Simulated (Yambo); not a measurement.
G0W0@PBEsol for Rb₂LiScCl₆ (space group Fm-3m, No. 225) in Yambo. Reference settings: 2×2×2 Γ-centred k mesh, bands 3 to 377 and a 7 Ry block in the screening, 377 bands in G with the Bruneval-Gonze terminator, plasmon pole fitted at 27.2 eV. The PBEsol gap Γ → Γ on this mesh is 3.72 eV; G0W0 gaps are taken between the same points.

With and without the terminator, as bands are cut:

```json
[
 {"bands in G (in W)": "139 (377)", "gap, terminator (eV)": "7.212", "gap, none (eV)": "7.391", "valence shift, terminator (eV)": "-1.613", "valence shift, none (eV)": "-1.161"},
 {"bands in G (in W)": "240 (377)", "gap, terminator (eV)": "7.230", "gap, none (eV)": "7.399", "valence shift, terminator (eV)": "-1.660", "valence shift, none (eV)": "-1.433"},
 {"bands in G (in W)": "377 (377)", "gap, terminator (eV)": "7.239", "gap, none (eV)": "7.373", "valence shift, terminator (eV)": "-1.676", "valence shift, none (eV)": "-1.564"}
]
```

Over this range the gap spans 0.027 eV with the terminator and 0.026 eV without, the valence shift 0.063 eV and 0.403 eV. Neither column has reached its limit for certain.

Geometry of the Materials Project entry, not relaxed at this level; primitive cell a = 7.2354 Å, b = 7.2354 Å, c = 7.2354 Å, α = 60.00°, β = 60.00°, γ = 60.00°.

The structure is a Materials Project entry; no match was found in the copy of COD used, and its stability was not checked.

A shift is the quasiparticle energy of the state minus its PBEsol energy.
